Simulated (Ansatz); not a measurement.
All-electron LAPW in Ansatz 0.2.0 under PBEsol, scalar-relativistic, energies extrapolated to zero smearing. Slabs are 1×1 cells cut from bulk crystals relaxed on PAW files, with atoms then relaxed, 16 to 20 Å of vacuum, a dipole correction, k spacings of 0.16 to 0.26 Å⁻¹ and smearing of 0.02 to 0.1 eV, without spin–orbit coupling or spin polarisation. The bulk type named needn't be the stable one, and no reconstruction is allowed.

| slab | area (Å²) | γ (J/m²) | Φ (eV) | Δd12 (%) |
| --- | --- | --- | --- | --- |
| bcc Ta (100), 3 layers | 10.77 | 2.74 | ? | -13.2 |
| bcc Ta (111), 1 layer | 18.66 | 3.95 | ? | – |
| bcc Ta (110), 5 layers | 7.61 | 2.61 | 4.83 | -4.3 |
| bcc Ta (111), 6 layers | 18.66 | 2.98 | 3.75 | -22.8 |
| bcc Ta (111), 5 layers | 18.65 | 3.02 | 3.81 | -16.5 |

**Question.** Give the missing entry: row "bcc Ta (100), 3 layers", column "Φ (eV)".

**Answer.** 3.83.

**Question.** What belongs in the row "bcc Ta (111), 1 layer", column "Φ (eV)"?

**Answer.** 4.36.
